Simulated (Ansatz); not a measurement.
**Compressing ZnS**

All numbers below come from DFT r2SCAN, scalar-relativistic, plane waves, PAW (Ansatz). (500 eV cutoff, 8×8×8 k-mesh, Gaussian smearing of 0.02 eV, no spin polarisation)

The relaxed crystal:

```xyz
2
Lattice="0.0000 2.6942 2.6942 2.6942 0.0000 2.6942 2.6942 2.6942 0.0000" Properties=species:S:1:pos:R:3 pbc="T T T"
Zn    0.0000    0.0000    0.0000
S     1.3471    1.3471    1.3471
```

Cell and atoms are relaxed at each pressure within the symmetry of the start, at zero temperature, so transitions that lower the symmetry aren't seen. The k-mesh given is that at zero pressure and may differ at others. a, b and c are the lengths of the cell vectors above. ΔH is E + PV over the energy at zero pressure. Gaps are generalised Kohn–Sham gaps over the whole zone.

| P (GPa) | V (Å³/atom) | V/V0 | a (Å) | b (Å) | c (Å) | ΔH (eV/atom) | gap (eV) |
| --- | --- | --- | --- | --- | --- | --- | --- |
| -3 | 20.39 | 1.043 | 3.864 | 3.864 | 3.864 | -0.374 | 2.51 |
| 0 | 19.56 | 1.000 | 3.810 | 3.810 | 3.810 | 0.000 | 2.70 |
| 3 | ? | ? | ? | ? | ? | ? | ? |
| 8 | ? | ? | ? | ? | ? | ? | ? |
| 15 | 17.00 | 0.869 | 3.636 | 3.636 | 3.636 | 1.697 | 3.35 |
| 30 | 15.53 | 0.794 | 3.528 | 3.528 | 3.528 | 3.215 | 3.08 |
| 60 | 13.74 | 0.703 | 3.387 | 3.387 | 3.387 | 5.940 | 2.67 |

Task: What stands in the row for 3 GPa?

Result: V 18.88 Å³/atom; V/V0 0.966; a 3.766 Å; b 3.766 Å; c 3.766 Å; ΔH 0.360 eV/atom; gap 2.87 eV.

Task: What stands in the row for 8 GPa?

Result: V 17.98 Å³/atom; V/V0 0.919; a 3.705 Å; b 3.705 Å; c 3.705 Å; ΔH 0.934 eV/atom; gap 3.10 eV.

Cost: 7 runs of about 1.5 core-minutes in all, on Arm Neoverse V2 (shared hosts).